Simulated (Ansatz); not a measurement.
Ni₆Ge₂B:
```
CELL_PARAMETERS angstrom
      6.13616     0.00000     0.00000
     -3.06808     5.31407     0.00000
      0.00000     0.00000     2.93487
ATOMIC_POSITIONS crystal
  Ni 0.76247 0.76247 0.00000
  Ni 0.00000 0.23753 0.00000
  Ni 0.23753 0.00000 0.00000
  Ni 0.38100 0.38100 0.50000
  Ni 0.00000 0.61900 0.50000
  Ni 0.61900 0.00000 0.50000
  Ge 0.66667 0.33333 0.00000
  Ge 0.33333 0.66667 0.00000
  B  0.00000 0.00000 0.50000
```

Relaxed with r²SCAN. Special points in fractions of this cell's reciprocal vectors: Γ (0.000, 0.000, 0.000); M (0.500, 0.000, 0.000); K (0.333, 0.333, 0.000); A (0.000, 0.000, 0.500); L (0.500, 0.000, 0.500); H (0.333, 0.333, 0.500).

Problem. List the band energies nearest the Fermi level at these points for r²SCAN (plane waves, PAW; program Ansatz).

Solution. In eV from the Fermi level; about four levels below and three above (degenerate sets whole), none deeper than 8.9 eV; points with the same levels are listed once.

```tsv
k	below	above
Γ	-0.64 -0.64 -0.58 -0.57 -0.57	3.22 4.01 4.01
M	-0.69 -0.59 -0.58 -0.29	0.60 1.49 1.97
K	-0.75 -0.65 -0.57 -0.57	1.29 1.91 1.91
A	-0.93 -0.70 -0.41 -0.41	0.21 0.21 0.62
L	-0.61 -0.59 -0.56 -0.42	1.33 1.62 2.20
H	-0.68 -0.65 -0.49 -0.49	1.61 2.25 2.25
```

Space group P-62m. The workflow started from a Materials Project entry (that database holds measured and hypothetical structures alike); the Crystallography Open Database copy checked does not list it. Whether it is the stable phase at ambient conditions was not checked. The cell was relaxed with r²SCAN under the symmetry of its start; its stability against distortions is not shown here. The run is not spin-polarised. Scalar-relativistic: spin–orbit coupling is off unless named, which matters more the heavier the elements.

Potentials: the later of the program's two PAW sets.
